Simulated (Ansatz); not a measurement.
## Fe (simple cubic): energy against volume

Theory: Ansatz 0.2.0, DFT, PBEsol, plane waves (420 eV) with PAW, scalar-relativistic. The PAW files were generated under PBE, with cores re-solved for the functional.

The cell is scaled uniformly from the relaxed one, with fractional coordinates and shape fixed. Energies are extrapolated to zero smearing, pressures are those at the given smearing. Magnetic state: ferromagnetic.

A Birch-Murnaghan fit gives V₀ = 12.59 Å³/atom, B₀ = 157 GPa, B₀′ = 3.7.

(1) What are the energy above the minimum and the pressure at 12.129 Å³/atom?

(2) What are the energy above the minimum and the pressure at 13.139 Å³/atom?

(3) What are the energy above the minimum and the pressure at 13.645 Å³/atom?

Answers

(1) 8.2 meV/atom and 6.23 GPa as computed.

(2) 11.3 meV/atom and -6.27 GPa as computed.

(3) 38.9 meV/atom and -10.72 GPa as computed.
